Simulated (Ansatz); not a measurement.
Is this InGa2As3 structure stable?

The cell was found from a structure generator's guess, not taken from experiment.

Method: DFT PBE, scalar-relativistic, plane waves, PAW in Ansatz. Plane waves to 420 eV, a 12×12×4 mesh through Γ for the 6-atom cell and 0.10 eV Gaussian smearing; no spin polarisation.

```
In Ga As
1.0
     4.16611    0.00000    0.00000
    -2.08306    3.60796    0.00000
     0.00000    0.00000   10.24224
In Ga As
1 2 3
Direct
  0.00000 0.00000 0.33482
  0.33333 0.66667 0.99382
  0.66667 0.33333 0.67324
  0.33333 0.66667 0.23591
  0.00000 0.00000 0.59562
  0.66667 0.33333 0.91660
```

Energies over the elements count from the elements' standard structures at the same level, with no fitted energy shifts.

Question: These tests were run: energy against the elements; phonons on a 2×2×1 q mesh. What do they show?

Answer:

```json
{"test": "energy against the elements", "result": "−0.29 eV/atom"}
{"test": "phonons on a 2×2×1 q mesh", "result": "no imaginary mode on the mesh, but the interpolation dips to 7i cm⁻¹ between its points"}
```

It fails none of these tests. Other phases of the system weren't compared here, so this isn't yet thermodynamic stability.

The reference form of As is held partly by dispersion forces, which this level lacks. The run for the phonons used a 12×12×4 k mesh and Fermi–Dirac smearing of 0.15 eV.
